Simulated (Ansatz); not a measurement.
**Zone-centre modes in GaN**

Level of theory: DFT r2SCAN, scalar-relativistic, plane waves, PAW (Ansatz). The runs took a 500 eV cutoff, a Γ-centred 12×12×6 mesh and Gaussian smearing (0.05 eV). No spin polarisation.

The undisturbed cell (relaxed at this level):

```
CELL_PARAMETERS angstrom
3.18310 0.00000 0.00000
-1.59155 2.75664 0.00000
0.00000 0.00000 5.18360
ATOMIC_POSITIONS crystal
Ga 0.33333 0.66667 0.99911
Ga 0.66667 0.33333 0.49911
N 0.33333 0.66667 0.37589
N 0.66667 0.33333 0.87589
```

Harmonic modes by finite displacements of 0.02 Å, without the LO–TO term.

Task: At this geometry, is the structure stable against these modes?

Result: Yes: no mode is imaginary beyond 10 cm⁻¹, and only the three translations lie near zero.

Task: List the wavenumbers in cm⁻¹.

Result: 0, 0, 0, 142, 142, 336, 530, 554, 554, 564, 564, 697.

Cost: 1 run of about 7.6 core-minutes, on Intel Xeon Processor @ 2.50GHz (Skylake/Cascade Lake) (shared hosts).